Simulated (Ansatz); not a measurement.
Ti:
```
Ti
1.0
    4.56880     0.00000     0.00000
   -2.28440     3.95669     0.00000
    0.00000     0.00000     2.82465
Ti
3
Direct
  0.00000   0.00000   0.00000
  0.33333   0.66667   0.50000
  0.66667   0.33333   0.50000
```

Relaxed with r²SCAN.

Q: Map the electron localisation function on the plane through (0.000, 0.000, 0.000) spanned by u = [0, 0, 1] and v = [1, -1, 0] in lattice vectors, from plane-wave PAW r²SCAN (Ansatz code).

A: x is the fraction of u, y of v (the angle between them is 90°; rows are the nearest grid lines); atoms in the plane: Ti at (0.00, 0.00), Ti at (0.50, 0.33), Ti at (0.50, 0.67).
```
|67996100000169976|
|99984001210048999|
|98751013531015789|
|00001357875310000|
|22233333333333222|
|54200013331000245|
|43100357875300134|
|21026998889962012|
|10027998789972001|
|42002689998620024|
|65200246764200256|
|99752000000025799|
|99752000000025799|
|65200246764200256|
|42002689998620024|
|10027998789972001|
|21026998889962012|
|43100357875300134|
|54200013331000245|
|22233333333333222|
|00001357875310000|
|98751013531015789|
|99984001210048999|
|67996100000169976|
```
Scale: ten equal steps from 0.078 (start of '0') to 0.773 (end of '9'), in the order '0123456789'; x runs from 0.000 to 1.00, y from 0.000 (bottom) to 1.00 (top).

The density is the valence pseudo-density with augmentation charge, so density and ELF within about 1 Å of a nucleus are not all-electron values.

Space group P6/mmm. This is a known high-pressure phase of the composition, computed here at zero pressure and temperature. The r²SCAN relaxation kept the symmetry of its start; whether a distortion lowers the energy is not shown. No spin polarisation was allowed.

Potentials: the earlier of the program's two PAW sets. The files were generated under PBE; for other functionals the program regenerates the frozen cores, and for LDA and PBEsol the local potential too.
